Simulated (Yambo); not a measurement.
G0W0@PBEsol for CuI (space group Cmcm, No. 63) in Yambo. Reference settings: 2×2×2 Γ-centred k mesh, bands 17 to 354 and a 7 Ry block in the screening, 354 bands in G with the Bruneval-Gonze terminator, plasmon pole fitted at 27.2 eV. The PBEsol gap Γ → Γ on this mesh is 0.71 eV; G0W0 gaps are taken between the same points.

With and without the terminator, as bands are cut:

```json
[
 {"bands in G (in W)": "142 (354)", "gap, terminator (eV)": "1.424", "gap, none (eV)": "1.382", "valence shift, terminator (eV)": "-0.319", "valence shift, none (eV)": "0.107"},
 {"bands in G (in W)": "232 (354)", "gap, terminator (eV)": "1.381", "gap, none (eV)": "1.309", "valence shift, terminator (eV)": "-0.332", "valence shift, none (eV)": "-0.078"},
 {"bands in G (in W)": "354 (354)", "gap, terminator (eV)": "1.363", "gap, none (eV)": "1.296", "valence shift, terminator (eV)": "-0.328", "valence shift, none (eV)": "-0.174"}
]
```

Over this range the gap spans 0.061 eV with the terminator and 0.086 eV without, the valence shift 0.013 eV and 0.281 eV. Neither column has reached its limit for certain.

Spin-orbit coupling is included.

Geometry relaxed with PBE+D3(BJ); primitive cell a = 4.8108 Å, b = 4.8108 Å, c = 4.3664 Å, α = 90.00°, β = 90.00°, γ = 93.18°.

This is not the ordinary phase of the substance; no match was found in the copy of COD used, and its stability was not checked.

A shift is the quasiparticle energy of the state minus its PBEsol energy.
